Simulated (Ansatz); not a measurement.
Si$_{2}$Mo:
```
Si2Mo
1.0
   -1.60855     1.60855     3.93650
    1.60855    -1.60855     3.93650
    1.60855     1.60855    -3.93650
Si Mo
2 1
Direct
  0.66489   0.66489   0.00000
  0.33511   0.33511   0.00000
  0.00000   0.00000   0.00000
```

Relaxed with PBE. Special points in fractions of this cell's reciprocal vectors: Γ (0.000, 0.000, 0.000); X (0.000, 0.000, 0.500); P (0.250, 0.250, 0.250); N (0.000, 0.500, 0.000); M (0.500, 0.500, -0.500); S (0.292, 0.708, -0.292); S0 (-0.292, 0.292, 0.292); R (-0.083, 0.083, 0.500); G (0.500, 0.500, -0.083).

List the band energies nearest the Fermi level at these points for plane-wave PAW PBE with spin–orbit coupling (Ansatz code).

In eV from the Fermi level; about four levels below and three above (degenerate sets whole), none deeper than 8.9 eV; points with the same levels are listed once.

```tsv
k	below	above
Γ	-2.63 -2.63 -2.58 -2.58	0.34 0.34 3.02 3.02
X	-3.02 -3.02 -1.25 -1.25	2.23 2.23 2.65 2.65
P	-2.12 -2.12 -2.04 -2.04	0.25 0.25 2.23 2.23
N	-2.54 -2.54 -0.51 -0.51	2.19 2.19 3.05 3.05
M	-0.56 -0.56 -0.55 -0.55 -0.46 -0.46	0.47 0.47 4.67 4.67
S	-2.26 -2.26 -0.41 -0.41	1.49 1.49 2.99 2.99
R	-2.89 -2.89 -1.81 -1.81	1.72 1.72 1.99 1.99
```

Space group I4/mmm (MoSi2 or CaC2 type). The PBE relaxation kept the symmetry of its start. The run is not spin-polarised.

Potentials: the earlier of the program's two PAW sets.
